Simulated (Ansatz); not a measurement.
**TlAg$_{3}$Te$_{2}$ (Cmmm): electronic heat capacity and spin susceptibility from the density of states**

Computed with DFT PBE, scalar-relativistic, plane waves, PAW in Ansatz 0.2.0.

Settings: cutoff 420 eV, Γ-centred mesh 12×12×8 on the computed 6-atom cell, Gaussian smearing of 0.10 eV; no spin polarisation.

Relaxed cell: Cmmm, a = 3.401 Å, b = 18.267 Å, c = 4.921 Å, α = 90.00°, β = 90.00°, γ = 90.00°, 6 atoms in the primitive cell. Whether it is the stable form of this composition wasn't checked.

The density of states at the Fermi level is 1.530 states/eV in the cell of 6 atoms (1 formula unit; both spins, tetrahedra on a 18×18×12 mesh).

**Question.** What Sommerfeld coefficient and Pauli susceptibility does this give?

**Answer.** Per formula unit N(E_F) = 1.530 states/eV. γ = (π²/3) k_B² N(E_F) N_A = 2.357 mJ/(mol K²) per state/eV, so γ = 3.6 mJ/(mol K²), a mole of formula units. χ_P = μ_B² N(E_F) N_A = 3.23×10⁻⁵ emu/mol per state/eV gives 4.9×10⁻⁵ emu/mol. This is the bare band result: a measured γ of the same phase is as a rule larger by a factor 1 + λ from phonons and spin fluctuations, the spin part of χ is larger by the Stoner factor, and a measured χ also holds orbital and core terms. N(E_F) at one energy is sensitive to the mesh where the density of states has sharp peaks.

Spin-orbit coupling is left out, which matters for the bands of heavy elements.